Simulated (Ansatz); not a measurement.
In PBE in the plane-wave PAW code Ansatz, PtW in the L1₀ or tetragonal B2 structure (P4/mmm) relaxes to a = 2.743 Å, c = 4.143 Å. Pt has 12 nearest neighbours from 2.74 Å (cuboctahedral); W has 12 nearest neighbours from 2.74 Å (cuboctahedral). Its formation energy from the elements is -0.17 eV/atom, with no fitted shifts.

Electronic character: metallic (no gap). Gap from PBE with spin–orbit coupling: none (metallic).

The bulk modulus is 294 GPa.

The start of the workflow was typed in or built on a structure type; neither database checked (COD, Materials Project) lists it. Whether it is the stable phase at ambient conditions was not checked. The PBE relaxation kept the symmetry of its start; whether a distortion lowers the energy is not shown. No spin polarisation was allowed. Axis ratios of metals converge slowly with the k-mesh, so a and c are less sure than the volume. The references are the lowest solids computed at this level, not always the standard phases. Scalar-relativistic: spin–orbit coupling is off unless named, which matters more the heavier the elements.

Potentials: the earlier of the program's two PAW sets.
